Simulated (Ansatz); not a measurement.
ZrSnF6:
```
CELL_PARAMETERS angstrom
      6.63650     0.00000     0.00000
      0.00000     5.23503     0.00000
     -3.67494     0.00000     6.34404
ATOMIC_POSITIONS crystal
  Sn 0.50000 0.95799 0.25000
  Sn 0.50000 0.04201 0.75000
  Zr 0.00000 0.51996 0.75000
  Zr 0.00000 0.48004 0.25000
  F  0.23470 0.80121 0.91603
  F  0.76530 0.80121 0.58397
  F  0.76530 0.19879 0.08397
  F  0.23470 0.19879 0.41603
  F  0.10872 0.30989 0.02686
  F  0.89128 0.30989 0.47314
  F  0.89128 0.69011 0.97314
  F  0.10872 0.69011 0.52686
  F  0.30653 0.33109 0.80986
  F  0.69347 0.33109 0.69014
  F  0.69347 0.66891 0.19014
  F  0.30653 0.66891 0.30986
```

Relaxed with r²SCAN+D4.

Map the valence electron density (e/Å³), cut off at 2 on the plane through (0.500, 0.958, 0.250) spanned by u = [1, 0, 0] and v = [0, 1, 0] in lattice vectors, from DFT-r²SCAN+D4 in the program Ansatz with PAW potentials.

x is the fraction of u, y of v (the angle between them is 90°; rows are the nearest grid lines); atoms in the plane: Sn at (0.00, 0.00), Zr at (0.50, 0.52).
```
|9999620000000000000000000000269999|
|9999520000000000000000000000259999|
|9998311000000000000000000001138999|
|9984211111000000000000001111124899|
|1111236885310000000000135886321111|
|0001269999521000000001259999621000|
|0001389999831001111001389999831000|
|0001389999831123443211389999831000|
|0001259999632358998532369999521000|
|0000135886322599999952236885310000|
|0000012332213899999983122332100000|
|0000000111114999999994111110000000|
|0000000000012899999982100000000000|
|0000000000001499999941000000000000|
|0000000000001247997421000000000000|
|0000000000000112332110000000000000|
|0000000000000111111110000000000000|
|0000000000000000000000000000000000|
|1100000000000000000000000000000011|
|2211000000000000000000000000001122|
|9994210000000000000000000000124999|
|9999310000000000000000000000139999|
|9999520000000000000000000000259999|
|9999620000000000000000000000269999|
```
Scale: ten equal steps from 0.009 (start of '0') to 2.00 (end of '9'), in the order '0123456789'; x runs from 0.000 to 1.00, y from 0.000 (bottom) to 1.00 (top).

The density is the valence pseudo-density with augmentation charge, so density and ELF within about 1 Å of a nucleus are not all-electron values.

Space group P2/c. The workflow started from an entry of the Crystallography Open Database (COD, 295 K). Whether it is the stable phase at ambient conditions was not checked. The cell was relaxed with r²SCAN+D4 under the symmetry of its start; whether a distortion lowers the energy is not shown. No spin polarisation was allowed. Spin–orbit coupling is left out wherever it is not named.

Potentials: the later of the program's two PAW sets.
